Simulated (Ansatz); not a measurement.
# LiRh under strong compression

```xyz
2
Lattice="2.6398 0.0000 0.0000 -1.3199 2.2861 0.0000 0.0000 0.0000 4.3677" Properties=species:S:1:pos:R:3 pbc="T T T"
Li    0.0000    0.0000    2.1839
Rh    1.3199    0.7620    0.0000
```

The base volume is that of a database entry, with shape and atoms relaxed on PAW files at held volume, so it needn't be at zero pressure; the structure needn't be the stable phase, at rest or compressed.

Its volume is scaled, and at each volume shape and atoms are relaxed on PAW files; all methods then take that cell.

All numbers are PBEsol results (scalar-relativistic) from Ansatz 0.2.0, with a Γ-centred 16×16×8 k mesh, Fermi–Dirac smearing of 0.05 eV, spin-polarised from start moments Rh2 1 μB. Methods: LAPW: all electrons, basis error target 1 meV/atom; PAW: frozen-core files, cutoff 420 eV; crystal datasets: all electrons, by PAW datasets that the program makes for each cell.

Energies are extrapolated to zero smearing and count from the unscaled cell; pressure is positive in compression; gaps take the mesh and a band path. No temperature or zero-point motion is included.

The start moments died away, and the runs ended non-magnetic. The PAW files were made under PBE.

| V/V0 | V (Å³/atom) | P LAPW (GPa) | ΔE LAPW (eV/atom) | P PAW − LAPW (GPa) | ΔE PAW − LAPW (meV/atom) | space group | shortest distance (Å) |
| --- | --- | --- | --- | --- | --- | --- | --- |
| 1.00 | 13.18 | ? | 0.000 | 0.01 | 0.0 | P-6m2 | 2.640 |
| 0.85 | 11.20 | 21.6 | 0.100 | 0.02 | 0.2 | P-6m2 | 2.478 |
| 0.75 | 9.88 | 52.1 | 0.392 | 0.04 | 0.5 | P-6m2 | 2.341 |
| 0.60 | 7.91 | 141.6 | 1.530 | 0.07 | 1.3 | P-6m2 | 2.097 |

Question: Give the missing entry: row "1.00", column "P LAPW (GPa)".

Answer: -2.16.

Question: From the table, what is the rise of the enthalpy H = E + pV up to the last row, and how stiff is the crystal between the last two rows?

Answer: ΔH = 1.530 eV + (141.6 GPa × 7.91 Å³ + 2.16 GPa × 13.18 Å³) × 0.006242 eV/(GPa·Å³) = 8.70 eV/atom, of which pV makes 82 %. The mean bulk modulus there is −ΔP/Δln V = 401 GPa.

Question: At the smallest volume, how far do crystal datasets lie from LAPW in pressure?

Answer: crystal datasets: 0.00 GPa, on a LAPW pressure of 141.6 GPa.

Question: How do the Löwdin populations by LAPW change from the unscaled cell to the last row?

Answer: Li 2s 0.54 → 0.49, Rh 4s 1.97 → 1.92, Rh 5s 0.95 → 0.86, Rh 4d 8.41 → 8.64 electrons an atom. These are projections on the shells that the free atoms fill; 0.16 e a cell lies outside them at the start and 0.15 e at the end.
